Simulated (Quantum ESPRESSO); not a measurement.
# Band energies of TiAl3

```
TiAl3
1.0
    3.95567     0.00000     0.00000
    0.00000     3.95567     0.00000
    0.00000     0.00000     3.95567
Al Ti
3 1
Direct
  0.50000   0.50000   0.00000
  0.00000   0.50000   0.50000
  0.50000   0.00000   0.50000
  0.00000   0.00000   0.00000
```

LDA (Quantum ESPRESSO, PseudoDojo norm-conserving, 84 Ry, without SOC); path ΓXMΓRX,MR; energies in eV from the Fermi level.

| k (1/Å) | point | band 6 | band 7 | band 8 | band 9 | band 10 | band 11 | band 12 | band 13 |
|---|---|---|---|---|---|---|---|---|---|
| 0.00 | Γ | -3.12 | -3.12 | -2.15 | -2.15 | -2.15 | 0.14 | 0.14 | 0.14 |
| 0.45 |  | -6.06 | -2.64 | -2.21 | -2.21 | -0.70 | 0.29 | 0.40 | 0.40 |
| 0.79 | X | -7.98 | -2.27 | -2.27 | -2.20 | 0.39 | 0.76 | 0.76 | 0.89 |
| 1.02 |  | -7.78 | -3.13 | -2.49 | -2.13 | -0.32 | 0.39 | 0.92 | 0.97 |
| 1.47 |  | -6.37 | -5.85 | -4.71 | -1.35 | -1.23 | 0.64 | 0.76 | 1.05 |
| 1.59 | M | -6.12 | -6.12 | -5.01 | -1.27 | -1.27 | 0.62 | 0.83 | 1.08 |
| 2.00 |  | -5.65 | -5.62 | -2.84 | -1.81 | -0.92 | -0.17 | 0.64 | 1.42 |
| 2.41 |  | -4.27 | -3.94 | -2.18 | -2.15 | -0.84 | -0.16 | -0.03 | 0.62 |
| 2.71 | Γ | -3.12 | -3.12 | -2.15 | -2.15 | -2.15 | 0.14 | 0.14 | 0.14 |
| 2.91 |  | -3.59 | -3.59 | -2.66 | -1.61 | -1.61 | 0.08 | 0.08 | 0.29 |
| 3.30 |  | -4.68 | -4.68 | -4.09 | -1.51 | -1.51 | 0.65 | 0.69 | 0.69 |
| 3.79 |  | -5.17 | -5.17 | -4.34 | -3.09 | -3.09 | -2.60 | 1.04 | 1.20 |
| 4.09 | R | -5.18 | -5.18 | -4.95 | -3.46 | -3.46 | -3.46 | 0.21 | 1.15 |
| 4.19 |  | -5.26 | -5.15 | -4.52 | -3.46 | -3.45 | -3.34 | 0.35 | 1.15 |
| 4.70 |  | -7.02 | -3.96 | -3.22 | -2.92 | -2.17 | -0.21 | 0.97 | 1.36 |
| 5.11 |  | -7.94 | -2.40 | -2.33 | -2.24 | 0.06 | 0.82 | 0.89 | 0.97 |
| 5.21 | X | -7.98 | -2.27 | -2.27 | -2.20 | 0.39 | 0.76 | 0.76 | 0.89 |
| 5.21 | M | -6.12 | -6.12 | -5.01 | -1.27 | -1.27 | 0.62 | 0.83 | 1.08 |
| 5.51 |  | -5.92 | -5.92 | -4.66 | -1.94 | -1.94 | -1.60 | 0.86 | 1.10 |
| 6.00 | R | -5.18 | -5.18 | -4.95 | -3.46 | -3.46 | -3.46 | 0.21 | 1.15 |

A metal at this level: along this path bands 10, 11, 12 cross the Fermi level.

Geometry of the Materials Project entry, not relaxed at this level.

The structure is a Materials Project entry; no match was found in the copy of COD used, and its stability was not checked.
